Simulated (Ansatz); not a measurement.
An Ansatz input:

```yaml
crystal:
  lattice:
    - [2.7758317833, 0.0, 0.0]
    - [-1.3879158916, 2.403940841, 0.0]
    - [0.0, 0.0, 9.1787331059]
  atoms:
    - { symbol: Pd, position: [1.0, 0.0, 1.0], spin: 0.5 }
    - { symbol: Pd, position: [1.0, 1.0, 0.5], spin: 0.5 }
    - { symbol: Pd, position: [0.3333333333, 0.6666666667, 0.25], spin: -0.5 }
    - { symbol: Pd, position: [0.6666666667, 0.3333333333, 0.75], spin: -0.5 }
hamiltonian:
  xc: lda
  pseudopotentials:
    kind: paw
    azcp:
      Pd: "pseudopotentials/Pd.paw.azcp"
basis:
  ecutwfc: 420
  fft_grid_basis: typed
kpoints:
  mp_grid: { grid: [15, 15, 4], shift: [0, 0, 0] }
magnetization:
  spin_polarized: true
scf:
  occupations: { method: fermi_dirac, width: 0.05 }
  lower_state_search: "off"
output:
  stress: true
```

and its output:

```
Warning: the record states the generating functional pbe (its physics header spells it `PBE`), which answers neither for hamiltonian.xc's functional nor for the lda family's — results may be inconsistent (PPs are generated against a specific XC)
Engine: ansatz 0.2.0, aarch64-unknown-linux-gnu
Pseudopotentials: kind: paw
Pseudopotential: Pd, paw, valence charge 18, recommended cutoff 420 eV (normal) 
Functional definition: SPW92
  exchange = slater_x
  correlation = pw_c
Crystal: 4 atoms, lattice volume = 61.249 Å³
Basis set: ecut = 420 eV, 1195 PW (Γ)
Bands: 45, of which v1, the nominal top of the filled ones, is band 36 counted from 1 (35 counted from 0)
Symmetry: 24 space group operations
Space group: P63/mmc (ITA 194), of the structure as read, at distance tolerance 3.9e-5 Å
Magnetic group: BNS 194.263 (UNI 1493), of the structure as read, at distance tolerance 3.9e-5 Å
k-points: 81 of 900
Non-local potential: Pd, projectors of the file, l = 0: 2, l = 1: 2, l = 2: 2, l = 3: 1
PAW form: soft (Blöchl's): semilocal exchange-correlation on the pseudo side does not see the compensation charge
PAW frozen core: Pd, regenerated for the run's functional, and the local potential with it (the file was generated under x = pbe(κ = 0.804, μ = 0.2195149727645171), c = pbe(β = 0.06672455060314922))
PAW one-centre angular grid: Pd, 590 points (default); XC on 64 Gauss nodes
Initial density: superposition of atomic densities (chi_scale 0.1, normalization cell)
Starting moments: Σ|m| = 2 μB on 4 of 4 sites
Starting magnetic order: compensated ferrimagnet; no operation exchanges its spin sublattices
Initial wavefunctions: pseudopotential atomic-orbital guess
Functional: x = slater, c = lda
SCF iter   1: F=—  HF=-27383.183051 eV  |F-HF|=—  |Δ(HF+E_count)|=         —  Δρ=8.95e-2 (↑8.91e-2 ↓8.95e-2)  dr2=1.85e1  dr2_m=2.89e-1  M=-0.002 μB ∫|m|=0.751 μB  β_m=0.30  ethr=3.10e-3  ⟨swp⟩=6.3  Hψ=26901  notcnv=0  defer=48
spin=Collinear: Kerker preconditioning applied to the charge; magnetization (m = ρ↑ − ρ↓) channel mixes plain (no charge-response kernel on spin).
SCF iter   2: F=—  HF=-27379.725846 eV  |F-HF|=—  |Δ(HF+E_count)|=    3.46e0  Δρ=5.21e-2 (↑5.20e-2 ↓5.21e-2)  dr2=5.96e0  dr2_m=1.76e-1  M=0.007 μB ∫|m|=0.637 μB  β_m=0.30  ethr=3.10e-3  ⟨swp⟩=2.0  Hψ=12759  notcnv=0  defer=360
SCF iter   3: F=—  HF=-27378.098662 eV  |F-HF|=—  |Δ(HF+E_count)|=    1.63e0  Δρ=2.16e-2 (↑2.08e-2 ↓2.16e-2)  dr2=2.41e-1  dr2_m=1.13e-1  M=0.000 μB ∫|m|=0.526 μB  β_m=0.30  ethr=3.10e-3  ⟨swp⟩=2.4  Hψ=12653  notcnv=0  defer=364
SCF iter   4: F=—  HF=-27378.070051 eV  |F-HF|=—  |Δ(HF+E_count)|=   2.86e-2  Δρ=1.39e-2 (↑1.39e-2 ↓1.02e-2)  dr2=3.85e-2  dr2_m=7.45e-2  M=0.021 μB ∫|m|=0.438 μB  β_m=0.30  ethr=3.35e-4  ⟨swp⟩=2.0  Hψ=14803  notcnv=0  defer=427
SCF iter   5: F=—  HF=-27378.077753 eV  |F-HF|=—  |Δ(HF+E_count)|=   7.70e-3  Δρ=9.86e-3 (↑9.10e-3 ↓9.86e-3)  dr2=3.72e-3  dr2_m=4.88e-2  M=0.009 μB ∫|m|=0.369 μB  β_m=0.30  ethr=5.35e-5  ⟨swp⟩=1.3  Hψ=7659  notcnv=0  defer=427
...
SCF iter  14: F=—  HF=-27378.094786 eV  |F-HF|=—  |Δ(HF+E_count)|=   1.48e-7  Δρ=1.87e-5 (↑1.87e-5 ↓1.48e-5)  dr2=4.19e-8  dr2_m=1.52e-7  M=0.010 μB ∫|m|=0.011 μB  β_m=0.84  ethr=1.39e-10  ⟨swp⟩=2.4  Hψ=20858  notcnv=0
SCF iter  15: F=—  HF=-27378.094786 eV  |F-HF|=—  |Δ(HF+E_count)|=   1.34e-7  Δρ=1.57e-5 (↑1.23e-5 ↓1.57e-5)  dr2=1.08e-8  dr2_m=1.09e-7  M=0.009 μB ∫|m|=0.009 μB  β_m=0.92  ethr=5.82e-11  ⟨swp⟩=3.0  Hψ=18662  notcnv=0
iter 16 did not close the SCF: its close was put off for a magnetic moment that had not settled (scf_convergence_deferred on its scf_iter line)
SCF iter  16: F=-27378.094787 eV  HF=-27378.094787 eV  |F-HF|=1.89e-10  |Δ(HF+E_count)|=   3.31e-7  Δρ=3.53e-6 (↑3.53e-6 ↓2.31e-6)  dr2=3.73e-9  dr2_m=3.74e-9  M=0.002 μB ∫|m|=0.002 μB  β_m=0.96  ethr=1.50e-11  ⟨swp⟩=4.0  Hψ=22108  notcnv=0
SCF iter  17: F=-27378.094787 eV  HF=-27378.094787 eV  |F-HF|=1.49e-10  |Δ(HF+E_count)|=   1.06e-8  Δρ=6.81e-7 (↑6.81e-7 ↓6.13e-7)  dr2=6.54e-10  dr2_m=5.26e-11  M=0.000 μB ∫|m|=0.000 μB  ethr=5.18e-12  ⟨swp⟩=1.0  Hψ=20794  notcnv=0
WARN: the starting moments were not kept: the SCF closed with an absolute magnetisation of 1.7e-4 μB, where they sum to 2 μB in size (4 sites). That is at most 0.1 of that sum. Measured as dr2_m measures the in/out step, that magnetisation stands 5.5e-9 eV from none, at or under the dr2_threshold of 1.0e-7 eV: it is no larger than a step whose dr2_m would equal this threshold. The system may hold no moment; this SCF shows only that its start led to no more than that. To try another start: raise the starting moments (crystal.atoms[].spin, magnetization.per_species, magnetization.initial_magnetization, or on a non-collinear deck that types none of these the spinor_matrix: blocks that start its atoms; where the total moment is fixed, keep their sum and leave initial_magnetization as it is; typed ones take the place of any that the run laid by itself, positive ones on a crystal's lanthanoids without a Hubbard term where scf.initial_density.shell_occupations: [] is typed) or, if the notice of its spin-set hold's release reads "site moments contracting" or "site moments show no strong build", lengthen the hold (scf.mixing.spin_hold: { on: { confirm: 4 } }; for m-r²SCAN on two components see the key's manual first). Each may lead to a state that holds a moment. A second SCF, from the converged charge density, with the starting moments and any scf.initial_density.shell_occupations laid on it anew, would have followed, and was not run: the deck does not ask for one (magnetization.retry_lost_moments is false, the default). To let it run, set magnetization.retry_lost_moments: true and run the deck again, where that key's refused combinations let it; where memory then withholds it, that run's warning says so.
SCF 1 converged in 17 iterations: F = -27378.094787 eV  dr2 = 6.54e-10
SCF converged after 17 iterations
Magnetization: 0.0002 μB (36.0001 up, 35.9999 down)
Absolute magnetization: 0.0002 μB (∫|ρ↑−ρ↓|, with the PAW one-centre terms)
Spin contamination: 0.0000 ħ² per cell (⟨S²⟩ above its minimum at these occupations)
Per-site moments (μB) at R_I (Å): [(4.3266646199391606e-5, 1.1450306106183803), (4.326664619939479e-5, 1.1450306106183803), (4.1024445513543394e-5, 1.1450306106183803), (4.102444551355768e-5, 1.1450306106183803)]
Free energy (F): -27378.094787 eV
Harris-Foulkes:  -27378.094787 eV  (|F-HF|=1.49e-10)
Internal energy: -27378.015436 eV  (E = F + TS)
E sigma→0 (E₀):  -27378.055111 eV
Entropy (-TS):   -0.079351 eV (-19.838 meV/atom)
Fermi energy:    18.492331 eV
--- Per-component energies (eV) ---
  E_band       = -629.645817
  E_kinetic    = 2049.300986
  E_local      = -7218.307384  (includes V_loc(G=0)·N_el)
  E_nonlocal   = 891.827038
  E_hartree    = 2908.388267
  E_xc         = -668.688690
  E_vxc        = -842.668014  (∫ρ·V_xc dr)
  E_paw        = -14490.593347  (= ΣΔE_a)
  E_vpaw       = -1326.576483  (= ΣTr[D̂ρ^β])
  E_aug_tail   = 0.000795  (compensation charges beyond the density's cutoff)
  E_ewald      = -10852.666035
  E_core_change = 2.722935  (= ΣΔE_core)
  E_smearing   = -0.079351  (= −TS)
  E_closure    = 0.000000  (closes the sum)
  Σ components = -27378.094787   (vs F -27378.094787, Δ=0.00e0)
--- Stress (GPa, compression-positive) ---
      -14.122488       0.000000      -0.000000
        0.000000     -14.122488       0.000000
       -0.000000       0.000000     -14.161636
  P = ⅓ Tr σ = -14.1355 GPa (-141.355 kbar)
```

Launched by

```sh
ansatz run input.yaml --threads 2 --pin off --max-ram 5120MiB --backend cpu --events-out ev --progress --plain --runs-dir out
```

On 2 threads of Arm Neoverse V1 (shared host) this took about 21 s of wall time and 42 s of CPU time.
